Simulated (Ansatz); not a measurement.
Given:

YHg:
```xyz
2
Lattice="3.7047 0.0000 0.0000 0.0000 3.7047 0.0000 0.0000 0.0000 3.7047" Properties=species:S:1:pos:R:3 pbc="T T T"
Y      1.8524     1.8524     1.8524
Hg     0.0000     0.0000     0.0000
```

This is the r²SCAN-relaxed structure.

Task: All from plane-wave PAW r²SCAN (Ansatz code), unless another level is named. Predict the formation energy from the elements (no fitted shifts).

Result: -0.60 eV/atom.

Task: Give the density of states at the Fermi level.

Result: 0.71 states/eV per atom (mean over ±0.08 eV).

Space group Pm-3m (CsCl type). The workflow started from a Materials Project entry (that database holds measured and hypothetical structures alike); the Crystallography Open Database files this formula in space group No. 221, but the cells were not matched. Whether it is the stable phase at ambient conditions was not checked. Symmetry was held in the r²SCAN relaxation; whether a distortion lowers the energy is not shown. No spin polarisation was allowed. The references are the lowest solids computed at this level, not always the standard phases. Spin–orbit coupling is left out wherever it is not named.

Potentials: the later of the program's two PAW sets.
